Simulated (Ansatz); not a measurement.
Take a crystal in which Ba has been replaced by Mg on all its sites, with the cell rescaled by a rough guess (in some cases also distorted within its space group) and nothing relaxed:

```yaml
crystal:
  lattice:
    - [2.73271, -3.56090, 0.00000]
    - [2.73271, 3.56090, 0.00000]
    - [0.00000, 0.00000, 5.04729]
  atoms:
    - { symbol: Mg, position: [0.85584, 0.14416, 0.25000] }
    - { symbol: Mg, position: [0.14416, 0.85584, 0.75000] }
    - { symbol: Mg, position: [0.48655, 0.51345, 0.25000] }
    - { symbol: Mg, position: [0.51345, 0.48655, 0.75000] }
```

Theory: DFT PBEsol, scalar-relativistic, plane waves, PAW in Ansatz 0.2.0.

Cutoff 420 eV; k points 10×10×8 on the computed 4-atom cell (Γ-centred); Gaussian smearing, width 0.10 eV; no spin polarisation.

(1) Will this cell want to expand or contract, and how hard?

(2) Is it a metal on this mesh?

## Answers

(1) The pressure is 5.2 GPa (positive in compression), so the cell would expand.

(2) Yes, a band crosses the Fermi level.

This form isn't the element's structure at ambient conditions.